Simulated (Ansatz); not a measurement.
Ansatz (an electronic-structure program) input:

Ansatz 0.2 input:
```yaml
crystal:
  lattice:
    - [0.0, 2.3256177316, 2.3256177316]
    - [2.3256177316, 0.0, 2.3256177316]
    - [2.3256177316, 2.3256177316, 0.0]
  atoms:
    - { symbol: C, position: [0.0, 0.0, 0.0] }
    - { symbol: Hf, position: [0.5, 0.5, 0.5] }
kpoints:
  mp_grid: { grid: [15, 15, 15] }
basis: { xc_grid: 2, fft_grid_basis: typed }
hamiltonian:
  xc: pbe
  pseudopotentials: { kind: paw }
scf:
  occupations: { method: gaussian, width: 0.05 }
checkpoint: { read: metal.run }
output: { write_density: true, elf: true, volumetric_format: npy }
```

Output (shortened):

```
Pseudopotentials: kind: paw
Pseudopotential: C, paw, valence charge 4
Pseudopotential: Hf, paw, valence charge 26
Functional definition: PBE
Crystal: 2 atoms, lattice volume = 25.156 Å³
Basis set: ecut = 420 eV, 531 PW (Γ), exchange–correlation on 48×48×48 points (8 copies of the dense FFT grid, shifted against one another)
Bands: 23, of which v1, the nominal top of the filled ones, is band 15 counted from 1 (14 counted from 0)
Symmetry: 48 space group operations
Space group: Fm-3m (ITA 225), of the structure as read, at distance tolerance 2.9e-5 Å
k-points: 120 of 3375
Initial density: read from a saved state, or passed on in memory by an earlier SCF of this step, an earlier step, the calling program or the single point that …
Stability of the state it starts from, as read at its close in the unpolarized treatment …
Initial wavefunctions: pseudopotential atomic-orbital guess
Eigensolver: davidson
Functional: x = pbe(κ = 0.804, μ = 0.2195149727645171), c = pbe(β = 0.06672455060314922)
iter 1 solved again at ethr=1.78e-9 eV; its pass at ethr=3.10e-3 eV (dr2=5.35e-7 eV) is discarded
SCF iter   1: F=—  HF=-15974.140695 eV  |F-HF|=—  |Δ(HF+E_count)|=         —  Δρ=2.27e-7  dr2=1.14e-11  ethr=1.78e-9  ⟨swp⟩=4.5  Hψ=21525  notcnv=0
all-band conjugate gradients solve this SCF's bands
preconditioner: auto → Kerker (q_TF=auto, 2.810 Å⁻¹)
SCF iter   2: F=-15974.140695 eV  HF=-15974.140695 eV  |F-HF|=1.82e-11  |Δ(HF+E_count)|=   4.44e-8  Δρ=1.35e-7  dr2=2.32e-12  ethr=1.00e-12  ⟨swp⟩=6.5  Hψ=11296  notcnv=0
SCF 1 converged in 2 iterations: F = -15974.140695 eV  dr2 = 2.32e-12
SCF converged after 2 iterations
Free energy (F): -15974.140695 eV
Harris-Foulkes:  -15974.140695 eV  (|F-HF|=1.82e-11)
Internal energy: -15974.139857 eV  (E = F + TS)
E sigma→0 (E₀):  -15974.140276 eV
Entropy (-TS):   -0.000838 eV (-0.419 meV/atom)
Fermi energy:    20.086153 eV
--- Per-component energies (eV) ---
  E_band       = 111.152160
  E_kinetic    = 511.347471
  E_local      = -4989.183074  (includes V_loc(G=0)·N_el)
  E_nonlocal   = -1216.959252
  E_hartree    = 2358.317660
  E_xc         = -348.935542
  E_vxc        = -326.973055  (∫ρ·V_xc dr)
  E_paw        = -7026.684733  (= ΣΔE_a)
  E_vpaw       = 1416.284650  (= ΣTr[D̂ρ^β])
  E_aug_tail   = 0.000006  (compensation charges beyond the density's cutoff)
  E_ewald      = -5262.042393
  E_smearing   = -0.000838  (= −TS)
  E_closure    =  0.000000  (closes the sum)
  Σ components = -15974.140695   (vs F -15974.140695, Δ=0.00e0)
  [band-id]    e_kinetic+e_local+e_nonlocal+2·e_hartree+e_vxc+e_vpaw+e_augmentation_tail = 111.152068   (vs E_band 111.152160, Δ=-9.25e-5)
--- Band table (eV; the first three rows and the last of 120) ---
  k-point 0: bands = ["-41.0199", "-9.4749", "-9.4749", "-9.4749", "7.7847", "9.0171", "9.0258", "9.0258", "9.0258", "9.1063", "9.1063", "9.1063", "21.1529", "21.1529", "21.1529", "21.4733", "21.4733", "21.4733", "23.4712", "23.4712", "26.8768", "31.0776", "44.3923"]
  k-point 1: bands = ["-41.0182", "-9.5060", "-9.4779", "-9.4779", "7.8931", "9.0187", "9.0284", "9.0284", "9.0284", "9.1038", "9.1038", "9.1064", "20.3180", "20.5739", "20.5739", "21.7200", "21.7200", "22.0284", "24.0326", "24.0326", "27.1337", "31.3880", "42.7765"]
  k-point 2: bands = ["-41.0133", "-9.5930", "-9.4863", "-9.4863", "8.2021", "9.0233", "9.0358", "9.0358", "9.0424", "9.0971", "9.0971", "9.1067", "19.1765", "19.7082", "19.7082", "22.0923", "22.0923", "22.4659", "25.1998", "25.1998", "27.7874", "32.2401", "40.5783"]
  k-point 119: bands = ["-40.9666", "-9.9044", "-9.8787", "-9.7085", "9.0044", "9.0476", "9.0549", "9.0576", "9.0741", "9.0819", "9.0829", "10.5120", "16.8984", "17.3657", "17.5813", "23.4093", "24.1067", "26.7942", "27.2830", "28.3647", "33.1739", "34.0361", "34.4313"]
  band table: 23 of 23 bands, residual norms ≤ 1.0e-3 eV
```

Cost: around 2.7 core-seconds (rough) on shared cores.

The PBE relaxation kept the symmetry of its start; of distortions, only those at the zone centre were tested. The run is not spin-polarised. Spin–orbit coupling is left out wherever it is not named.

Potentials: the later of the program's two PAW sets.

Ansatz is a plane-wave DFT program.
